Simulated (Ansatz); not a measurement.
Structure: COD 9011998, as refined from experiment and not relaxed. The listed cell was then made from it by scaling, straining or moving an atom.

Si: DFT, LDA, all-electron LAPW, scalar-relativistic (Ansatz 0.2.0). What sets it apart from a plain run of this crystal: equal xy, yz and zx engineering shear strains of +1 %.

Command: `ansatz run input.yaml --threads 1 --pin off --max-ram 3072MiB --backend cpu --events-out ev --progress --plain --runs-dir out` The run took 20 s on 1 thread of Arm Neoverse V2, with other jobs on the host, peak memory 0.46 GiB.

```yaml
crystal:
  lattice:
    - [0.0271547, 2.72904735, 2.72904735]
    - [2.72904735, 0.0271547, 2.72904735]
    - [2.72904735, 2.72904735, 0.0271547]
  atoms:
    - { symbol: Si, position: [0.5, 0.5, 0.5] }
    - { symbol: Si, position: [0.75, 0.75, 0.75] }
kpoints:
  mp_grid: { grid: [12, 12, 12] }
  band_path:
    path:
      - [0.0, 0.0, 0.0]
      - [0.5, 0.5, 0.5]
      - [0.247543133, 0.5, 0.752456867]
      - [-0.247543133, 0.247543133, 0.5]
      - [0.0, 0.0, 0.5]
      - [0.0, 0.0, 0.0]
      - [-0.3737715665, 0.0, 0.3737715665]
      - [0.0, 0.3737715665, 0.6262284335]
      - [0.0, 0.5, 0.5]
    npoints: 5
scf:
  occupations: { method: fermi_dirac, width: 0.08 }
hamiltonian:
  xc: lda
  pseudopotentials: { kind: all_electron, lapw: { basis_error: 0.00025 } }
output:
  forces: true
  stress: true
  eigenvalues: true
```

Output (standing set-up lines are left out):

```
LAPW: plane waves up to 8.432 Å⁻¹, error target 2.5e-4 eV per atom; small_component_spin mean_spin; Si in spheres of 1.172 Å, 12 of its electrons in bands, Dirac shells []
Crystal: 2 atoms, lattice volume = 40.044 Å³
Basis set: ecut = 270.89060878539783 eV, 411 PW (Γ), exchange–correlation at level 2
Symmetry: 12 space group operations
Space group: R-3m (ITA 166), of the structure as read, at distance tolerance 3.4e-5 Å
k-points: 189 of 1728
iter 1 solved again at ethr=3.23e-3 eV; its pass at ethr=1.00e-1 eV (dr2=7.75e-1 eV) is discarded
SCF iter   1: F=—  HF=-15730.598670 eV  |F-HF|=—  |Δ(HF+E_count)|=         —  Δρ=4.27e-2  dr2=7.77e-1  ethr=3.23e-3  ⟨swp⟩=2.0  Hψ=21660  notcnv=0
preconditioner: auto → none  [insulator: Δε(μ)=0.860 eV  Ē_g=9.547 eV  σ=0.080 eV  W_gap=0.99  n_scr=14 (ndim 8)  ℏωp=16.6 eV  f_vac=0.000  D(μ)=0.00/eV (n_scr^D=0)  ε∞_Penn≈4.0]
SCF iter   2: F=—  HF=-15730.391810 eV  |F-HF|=—  |Δ(HF+E_count)|=   2.07e-1  Δρ=1.73e-2  dr2=1.07e-1  ethr=3.23e-3  ⟨swp⟩=2.0  Hψ=8579  notcnv=0
iter 3 solved again at ethr=1.56e-6 eV; its pass at ethr=4.47e-4 eV (dr2=3.73e-4 eV) is discarded
SCF iter   3: F=—  HF=-15730.361474 eV  |F-HF|=—  |Δ(HF+E_count)|=   3.03e-2  Δρ=1.37e-3  dr2=3.68e-4  ethr=1.56e-6  ⟨swp⟩=3.0  Hψ=15296  notcnv=0
SCF iter   4: F=—  HF=-15730.361336 eV  |F-HF|=—  |Δ(HF+E_count)|=         —  Δρ=1.21e-4  dr2=3.58e-6  ethr=1.53e-6  ⟨swp⟩=2.0  Hψ=7856  notcnv=0
the basis was enlarged: its passes take 179.2 KiB over the memory plan, 1 of 1 planned eigensolver slots
SCF iter   5: F=-15730.361334 eV  HF=-15730.361334 eV  |F-HF|=8.64e-10  |Δ(HF+E_count)|=   2.06e-6  Δρ=1.43e-5  dr2=8.40e-8  ethr=1.49e-8  ⟨swp⟩=2.3  Hψ=7906  notcnv=0
SCF 1 converged in 5 iterations: F = -15730.361334 eV  dr2 = 8.40e-8
NSCF: frozen V_eff on 41 k-points
SCF converged after 5 iterations
Free energy (F): -15730.361334 eV
Harris-Foulkes:  -15730.361334 eV  (|F-HF|=8.64e-10)
Internal energy: -15730.360851 eV  (E = F + TS)
E sigma→0 (E₀):  -15730.361092 eV
Entropy (-TS):   -0.000483 eV (-0.241 meV/atom)
Fermi energy:    7.512755 eV
--- Per-component energies (eV) ---
  E_band       = -1473.703415
  E_kinetic    = 15758.265433
  E_xc         = -1079.967564
  E_electrostatic = -30408.658720  (all electrons and nuclei)
  E_smearing   = -0.000483  (= −TS)
  E_closure    = 0.000000  (closes the sum)
  E_atoms      = -15718.460798  (free atoms, spherical and without spin; not in F)
  Σ components = -15730.361334   (vs F -15730.361334, Δ=0.00e0)
  Basis errors (estimates in eV, not in F): energy 1.1e-4 per atom: plane waves 1.0e-4 (6.1e-5 summed), levels above the bands 9.8e-34, relativity 2.2e-9, radial functions 9.5e-6, core shells 1.9e-13; eigenvalues (radial functions only) 1.8e-7; not estimated: angular momenta, meshes, grids; target (lapw.basis_error) 2.5e-4; muffin-tin radii Si 1.172 Å
--- Forces (eV/Å), atoms counted from 1 ---
  atom   1  Si     0.08815702     0.08815702     0.08815702
  atom   2  Si    -0.08815702    -0.08815702    -0.08815702
  max |Σ_I F_I| component: 2.78e-17 eV/Å
--- Stress (GPa, compression-positive) ---
       -1.519445      -0.981491      -0.981491
       -0.981491      -1.519445      -0.981491
       -0.981491      -0.981491      -1.519445
  P = ⅓ Tr σ = -1.5194 GPa (-15.194 kbar)
--- Band table (eV; the first three rows and the last of 189) ---
  k-point 0: bands = ["-125.5871", "-125.5789", "-82.4324", "-82.4306", "-82.4306", "-82.4167", "-82.4126", "-82.4126", "-4.6786", "7.2614", "7.2974", "7.2974", "9.6270", "9.8904", "9.8904", "10.5016"]
  k-point 1: bands = ["-125.5870", "-125.5790", "-82.4324", "-82.4307", "-82.4305", "-82.4166", "-82.4127", "-82.4125", "-4.5867", "6.4355", "7.1172", "7.1493", "9.7341", "9.9768", "10.1065", "11.2072"]
  k-point 2: bands = ["-125.5867", "-125.5793", "-82.4326", "-82.4309", "-82.4303", "-82.4163", "-82.4130", "-82.4123", "-4.3140", "4.9114", "6.8071", "6.8337", "9.5014", "10.3557", "10.5495", "12.6201"]
  k-point 188: bands = ["-125.5853", "-125.5807", "-82.4317", "-82.4317", "-82.4304", "-82.4187", "-82.4115", "-82.4115", "-2.4421", "0.3182", "6.1607", "6.1607", "8.8454", "10.6354", "10.6354", "14.8990"]
```
